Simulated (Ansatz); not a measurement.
# Formation energy of AuCu3-type BaCu3

Method: PBEsol, scalar-relativistic; no spin polarisation; PAW, 420 eV, 8×8×8 k-mesh, Gaussian smearing of 0.05 eV; code Ansatz. The datasets are Ansatz's generated set soft_2.

The structure was built from a prototype; whether the compound forms in it isn't claimed.

The structure is cubic, space group Pm-3m (No. 221). Conventional cell: a = 4.309 Å, b = 4.309 Å, c = 4.309 Å, α = 90.00°, β = 90.00°, γ = 90.00°. Around Ba (site symmetry m-3m) lie 12 Cu at 3.05 Å. Around Cu (site symmetry 4/mmm) lie 4 Ba at 3.05 Å and 8 Cu at 3.05 Å. (Neighbours are counted to 15 % beyond the shortest distance.)

The elements were computed in their standard states with the same datasets, cutoff and functional. Absolute energies hang on the potentials; compare differences alone.

Energy of the relaxed cell (4 atoms, smearing extrapolated to zero): -25626.496 eV. Elements, in eV/atom: Ba -5862.609, Cu -6588.774.

Problem. What is the formation energy?

Solution. [-25626.496 − (1 × -5862.609 + 3 × -6588.774)] / 4 = 0.61 eV/atom, or 59 kJ per mole of atoms.

The value is for 0 K, without zero-point energy. A positive value means that this structure is unstable even against the elements at this level.

With 67 valence electrons in the calculation's cell and no magnetic order, the bands, two electrons each, can't all be full or empty: band theory demands a metal. (Only strong correlation, outside this picture, could make a Mott insulator of it.)

Spin–orbit coupling, which matters for such heavy elements, is left out.
